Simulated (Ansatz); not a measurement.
One starting cell of PbSe (a generated trial cell of PbSe in the cinnabar structure type) was relaxed twice with Ansatz (plane waves, PAW, scalar-relativistic): with r2SCAN at 500 eV and with PBE at 420 eV. The r2SCAN result:

PbSe is modelled in the cubic space group Fm-3m (No. 225), the rock salt structure, Pearson symbol cF8. Lattice parameters: a = b = c = 6.177 Å, α = β = γ = 90.00°. Pb on 4b is coordinated by 6 Se at 3.089 Å (octahedral). Se on 4a is surrounded by 6 Pb at 3.089 Å (octahedral). (Neighbours: up to the widest gap in distance over summed covalent radii, below 1.35, at either atom; cation-cation and far metal-metal contacts left out.)
(The calculation used a cell of 2 atoms; values per cell refer to that cell.)

```csv
quantity,r2SCAN,PBE
space group,Fm-3m,Fm-3m
volume (Å³/atom),29.47,(withheld)
a (Å),6.177,(withheld)
"gap (eV, no spin-orbit coupling)",0.66,(withheld)
```

Problem. What does PBE give for the same quantities?

Solution. 
- volume (Å³/atom), PBE: 30.04
- a (Å), PBE: 6.217
- gap (eV, no spin-orbit coupling), PBE: 0.43

Both levels end in the same structure; PBE's volume is 1.9 % larger; its gap is 0.23 eV smaller. Neither column is exact.

No spin polarisation in the result. Spin-orbit coupling is missing; with elements this heavy it can move band edges by tenths of an eV or more.

The run could not lose the symmetry of its start; a randomly shaken copy of 4 atoms returns to this structure.

Ansatz is a quantum-chemistry and plane-wave program.
